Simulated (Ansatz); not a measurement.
ZrO$_{2}$:
```
ZrO2
1.0
    5.25661     0.00000     0.00000
    0.00000     5.05004     0.00000
    0.00000     0.00000     5.07030
Zr O
4 8
Direct
  0.96865   0.73278   0.75268
  0.03135   0.26722   0.25268
  0.46865   0.26722   0.75268
  0.53135   0.73278   0.25268
  0.63284   0.92996   0.89133
  0.36716   0.07004   0.39133
  0.13284   0.07004   0.89133
  0.86716   0.92996   0.39133
  0.76795   0.46181   0.99999
  0.23205   0.53819   0.49999
  0.26795   0.53819   0.99999
  0.73205   0.46181   0.49999
```

Plane-wave PAW PBEsol (Ansatz code) gives a gap of 3.86 eV without spin–orbit coupling, maximum at Γ, minimum off the standard path, at k = (0.255, 0.417, 0.375) in fractions of the reciprocal vectors.

Task: What happens when spin–orbit coupling is switched on?

Result: The gap drops by 0.02 eV, to 3.84 eV; maximum on the Y–Γ line, 96 % of the way from Y, minimum off the standard path, at k = (0.250, 0.401, 0.380) in fractions of the reciprocal vectors.

Space group Pca2_1. Symmetry was held in the PBEsol relaxation. No spin polarisation was allowed.

Potentials: the later of the program's two PAW sets.
